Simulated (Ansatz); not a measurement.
**HfO2 with fluorine replacing O: field gradients at two levels of theory**

Cell: a supercell of HfO2 (baddeleyite type, P2_1/c) built from a Materials Project structure (computed, not necessarily an observed phase), with the ions relaxed around the defect (PBE).

```
CELL_PARAMETERS angstrom
-0.87617 5.15064 5.20295
4.21801 0.00000 5.20295
5.09418 5.15064 0.00000
ATOMIC_POSITIONS crystal
Hf 0.43675 0.26378 0.01503
Hf 0.94353 0.76347 0.51337
Hf 0.50657 0.27763 0.45979
Hf 0.01476 0.77966 0.94434
Hf 0.05205 0.23852 0.48689
Hf 0.55835 0.74702 0.98145
Hf 0.99813 0.21668 0.05434
Hf 0.48468 0.72426 0.55295
F 0.64835 0.32968 0.09868
O 0.13782 0.84359 0.60266
O 0.10250 0.41603 0.13883
O 0.60080 0.91642 0.64061
O 0.85703 0.16050 0.39336
O 0.37098 0.64780 0.90280
O 0.40136 0.08635 0.35734
O 0.89289 0.58098 0.86594
O 0.30619 0.03690 0.03703
O 0.79836 0.53433 0.54094
O 0.04481 0.12265 0.80184
O 0.54200 0.61455 0.29869
O 0.19549 0.46672 0.45780
O 0.69838 0.97258 0.95735
O 0.44612 0.38109 0.70210
O 0.96209 0.87882 0.19587
```

Atom numbers follow the list; atoms alike are taken as one site, whose name carries the number of the first.

First run. All values are calculated (Ansatz; DFT, PBE, plane waves and PAW, scalar-relativistic, 420 eV cutoff, Γ-centred 3×3×3 k-points, Fermi–Dirac smearing 0.01 eV, cell charge +1), not measured.

```tsv
site	atom	V_zz (10²¹ V/m²)	η
Hf1	1	16.04	0.92
Hf2	2	11.84	0.18
Hf3	3	26.7	0.60
Hf4	4	14.43	0.05
Hf5	5	14.63	0.14
Hf6	6	18.03	0.49
Hf7	7	19.55	0.59
Hf8	8	-12.83	0.97
F	9	2.60	0.77
O14	14	-0.97	0.83
O16	16	-1.14	0.70
O18	18	-1.39	0.63
O19	19	0.99	0.86
O24	24	-1.31	0.73
```

Second run. The same atoms and settings, except that the functional is r2SCAN and the cutoff is 500 eV.

Problem. Given the first result, estimate the second.

Solution. 

```
site  atom    V_zz     η  change of V_zz
 Hf1     1   16.29  0.92           +0.25
 Hf2     2   11.95  0.17           +0.11
 Hf3     3    27.4  0.60           +0.69
 Hf4     4   14.65  0.03           +0.22
 Hf5     5   14.82  0.14           +0.19
 Hf6     6   18.54  0.49           +0.51
 Hf7     7    20.0  0.59           +0.50
 Hf8     8  -12.96  0.98           -0.13
   F     9    2.53  0.83           -0.07
 O14    14   -1.04  0.76           -0.07
 O16    16   -1.16  0.72           -0.02
 O18    18   -1.41  0.57           -0.02
 O19    19    0.95  0.89           -0.04
 O24    24   -1.31  0.66            0.00
```

The largest change of V_zz is on Hf3, from 26.7 to 27.4. In per cent, |V_zz| changes by +1 to +3 on Hf, -3 on F, -4 to +7 on O (all sites that start above 0.5). The table leaves out 10 of the 24 sites, with |V_zz| up to 2.09; their tensors move by 0.10 at most along any direction. The statements above cover all sites.

The defect repeats with the cell of 24 atoms, so it feels its images: sites between two images don't show the values beside a lone defect, and zeros or small values of η there can come from the images' arrangement. Hf and O carry a gradient in the pure host already, so the values there aren't the defect's effect alone. A uniform background compensates the cell's charge. Without spin–orbit coupling the gradients at and beside Hf can be off by some per cent, at some sites by more.
For the first run: The cell keeps the host's lattice, where the PBE pressure is 12 GPa (in a charged cell this depends on the convention for the mean potential).
For the second run: The cell keeps the host's lattice, where the r2SCAN pressure is 6 GPa (in a charged cell this depends on the convention for the mean potential).
